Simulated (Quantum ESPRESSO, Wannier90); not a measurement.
## Ga₂AsP (R3m): Wannier90 run

```xyz
4
Lattice="-1.9651 3.4037 0.0000 -3.9302 0.0000 0.0000 -1.9651 1.1346 6.4173" Properties=species:S:1:pos:R:3 pbc="T T T"
Ga     0.0000     0.0000     0.0470
Ga     1.9651    -1.1346     3.1606
P      1.9651    -1.1346     0.8017
As     0.0000     0.0000    -2.4051
```

Structure: Materials Project mp-1224789, symmetrised, not relaxed again. Not found in the COD (Crystallography Open Database) copy used; not checked further. Computed values, not measurements, from PBEsol: Quantum ESPRESSO (norm-conserving PseudoDojo potentials, cutoff 68 Ry, spinors with spin-orbit coupling) on a Γ-centred 4×4×4 mesh, then Wannier90. Density: 10×10×10 mesh, cold smearing 0.01 Ry.

Energies are relative to the valence-band maximum.

**Bands.** A Kohn-Sham gap of 0.84 eV opens above band 46. 6 filled groups are cut off by gaps; the highest, bands 35–46, spans -7.01 to 0.00 eV and is P 3p 30 %, As 4p 29 %, Ga 4p 23 %.

**Model.** 32 functions (Ga sp, P sp, As sp) from bands 31-82, frozen to 2.33 eV, reach Ω_I = 44.62 Å² and follow pw.x to 46 meV rms (states up to 1.8 eV relative to the valence-band maximum).

**No window.** Without a frozen window Ω_I drops to 39.40 Å² while the misfit grows to 266 meV: a small spread is no proof of good bands.

**Outer window.** The setting "outer window to 10.32 eV" raises Ω_I to 60.12 Å², as fewer states are left to mix in, and the misfit goes to 76 meV.

**Stops.** With the frozen window to 7.87 eV the program stops (More states in the frozen window than target WFs).
